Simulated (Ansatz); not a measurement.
Sn:
```
Sn
1.0
    0.00000     3.28406     3.28406
    3.28406     0.00000     3.28406
    3.28406     3.28406     0.00000
Sn
2
Cartesian
  3.28406   3.28406   3.28406
  4.92609   4.92609   4.92609
```

Relaxed with r²SCAN. Special points in fractions of this cell's reciprocal vectors: Γ (0.000, 0.000, 0.000); X (0.500, 0.000, 0.500); U (0.625, 0.250, 0.625); K (0.375, 0.375, 0.750); L (0.500, 0.500, 0.500); W (0.500, 0.250, 0.750).

List the band energies nearest the Fermi level at these points for plane-wave PAW r²SCAN (Ansatz code).

In eV from the Fermi level; about four levels below and three above (degenerate sets whole), none deeper than 8.9 eV; points with the same levels are listed once.

```csv
k,below,above
Γ,-0.62,0.01 0.01 0.01
X,-7.73 -7.73 -2.55 -2.55,0.96 0.96 7.92 7.92
U,-8.15 -7.23 -3.43 -2.19,1.24 3.51 5.94
L,-6.45 -1.21 -1.21,0.07 3.36 3.36
W,-7.67 -7.67 -3.10 -3.10,3.55 3.55 4.21 4.21
```

Space group Fd-3m (diamond). This is a known low-temperature phase of the composition, computed here at zero pressure and temperature. The cell was relaxed with r²SCAN under the symmetry of its start; of distortions, only those at the zone centre were tested. The Fermi level of a semimetal is unsure by some 0.05 eV on such meshes. Spin–orbit coupling is left out wherever it is not named.

Potentials: the earlier of the program's two PAW sets.
